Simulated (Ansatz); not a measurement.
# LaReN3 with scf.algorithm changed

All numbers are calculated (PBEsol, no spin polarisation, no spin-orbit coupling; Ansatz, PAW set soft_2, 420 eV, k-mesh 4×4×4 shifted by half a step), not measured. These are the settings of the reference run.

Cell:

```
cell
1.0
    -3.9221    3.9221    3.9221
     3.9221   -3.9221    3.9221
     3.9221    3.9221   -3.9221
La N Re
4 12 4
Direct
  0.0000 0.5000 0.5000
  0.5000 0.0000 0.5000
  0.5000 0.5000 0.0000
  0.0000 0.0000 0.0000
  0.5000 0.7500 0.7500
  0.0000 0.2500 0.7500
  0.0000 0.7500 0.2500
  0.5000 0.2500 0.2500
  0.2500 0.5000 0.2500
  0.7500 0.0000 0.2500
  0.7500 0.5000 0.7500
  0.2500 0.0000 0.7500
  0.7500 0.7500 0.5000
  0.2500 0.2500 0.5000
  0.2500 0.7500 0.0000
  0.7500 0.2500 0.0000
  0.5000 0.5000 0.5000
  0.0000 0.0000 0.5000
  0.0000 0.5000 0.0000
  0.5000 0.0000 0.0000
```

The reference run of this cell is solved again as a single point with these keys changed:

| key | reference run | changed run |
| --- | --- | --- |
| scf.algorithm | not typed | direct_min |

**Question.** How does the changed run end?

**Answer.** 

| quantity | reference run | changed run |
| --- | --- | --- |
| energy, changed less reference (meV an atom) | 0 | 0.0 |
| pressure (GPa) | 0.0 | 0.0 |
| largest force (eV/Å) | 0.00 | 0.00 |
| gap on the mesh (eV) | 0.00 | 0.00 |

The results hardly move, so this setting matters little here, or the typed value is the one that the program takes anyway. It took 9 iterations from the trained starting density.

Caveats: a single point, atoms not relaxed again.
